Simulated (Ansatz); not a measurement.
## Notes on BaTiO3

```
CELL_PARAMETERS angstrom
4.01652 0.00000 0.00000
0.00000 4.01652 0.00000
0.00000 0.00000 8.06959
ATOMIC_POSITIONS crystal
Ba 0.00000 0.00000 0.00000
Ba 0.00000 0.00000 0.50000
Ti 0.50000 0.50000 0.24100
Ti 0.50000 0.50000 0.74100
O 0.50000 0.50000 0.00800
O 0.50000 0.50000 0.50800
O 0.50000 0.00000 0.25750
O 0.50000 0.00000 0.75750
O 0.00000 0.50000 0.25750
O 0.00000 0.50000 0.75750
```

Single point in Ansatz 0.2.0 with PBE, no spin polarisation. Cutoff 420 eV, PAW datasets, 6×6×3 Γ-centred k mesh, fermi-dirac filling (width 0.1189 eV).

(1) Give the Bader charges.

(2) Is the cell too large or too small?

(3) Is it stable against the elements?

(4) Is there a gap, and of what kind?

Origin: a database entry at a rescaled volume.

Results:

(1) Bader charges in e: Ba +1.54, Ti +2.21, O -1.25. In the mean Ti gives up most and O takes most.

(2) The pressure is 0.6 GPa (compression positive), so with the atoms held at these fractions the cell would first expand. The principal stresses 0.1, 0.1, 1.5 GPa differ, so its shape would change too.

(3) -3.10 eV an atom against the elements' usual phases (free molecules for gases, crystals otherwise, with no correction for O₂ or N₂), so it is bound against them; other compounds may still compete. Relaxing would lower it.

(4) The gap is 1.81 eV, indirect (the least direct gap found is 2.12 eV). A semilocal functional usually gives too small a gap.
